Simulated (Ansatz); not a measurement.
ZnSe (zinc blende)

```
CELL_PARAMETERS angstrom
      0.00000     2.86650     2.86650
      2.86650     0.00000     2.86650
      2.86650     2.86650     0.00000
ATOMIC_POSITIONS crystal
  Se 0.75000 0.75000 0.75000
  Zn 0.00000 0.00000 0.00000
```

The slice is a {110} plane (indices of the conventional cell) through the point (0.000, 0.000, 0.000) (fractional), spanned by u = [100] and v = [1 -1 -1] in vectors of this cell: u (4.05 Å) and v (5.73 Å, at 90° to u). It covers one period; positions are fractions (u, v).

Level of theory: PBE (plane waves to 420 eV, PAW, scalar-relativistic; Ansatz, a first-principles code). k mesh 10×10×10. Inside the PAW spheres the values are not all-electron values, and peaks at nuclei hang on which shells count as valence. ZnSe was relaxed with its symmetry unable to fall.

Problem. Around which element is the density of the highest valence band (whole band, smooth part) largest on this plane?

Solution. Se. Mean over a disc round each atom, of radius 0.45 times the shortest bond: Se 0.167, Zn 0.019 e/Å³.

Problem. The ELF has a maximum in the middle third of the Se–Zn line. Where, and how high?

Solution. 0.82, 0.9 Å from Se.

Problem. What is the valence density on the shortest Se–Zn line in this plane (2.48 Å), at its minimum between the atoms?

Solution. 0.40 e/Å³.

Problem. Sketch the electrostatic potential energy of an electron, from the cell's mean on this plane as a map.

Solution. 
```
|xxxxxxxx44778888887744xxxxxx|
|xxxxxx005577889988775500xxxx|
|xxxx0044778899999988774400xx|
|3344557788999999999988775544|
|7777778899999999999999887777|
|8888999999999999999999999988|
|9999999999999999999999999999|
|9999999999999999999999999999|
|9999999999998888889999999999|
|9999999988887777778888999999|
|9999998877553322335577889999|
|999999774400xxxxxx0044779999|
|9999885500xxxxxxxxxx00558899|
|88887733xxxxxxxxxxxxxx337788|
|77776622xxxxxxxxxxxxxx226677|
|33334422xxxxxxxxxxxxxx224433|
|xxxx001100xxxxxxxxxx002200xx|
|xxxxxx001100xxxxxx001100xxxx|
|xxxxxxxx33443322334433xxxxxx|
|xxxxxxxx33667777776633xxxxxx|
```
Scale: ten equal steps from -2.00 (start of '0') to 6.41 (end of '9'), in the order '0123456789'. Values: electrostatic potential energy of an electron, from the cell's mean, in eV. The map has 14 points along u (two characters each, u = 0 at the left) and 20 along v (v = 0 in the bottom row). Points within 1 Å of a nucleus are blanked (x), as the pseudised field means little there. Values under -2 eV are set to -2. The zero, the cell's mean, hangs on the PAW cores.
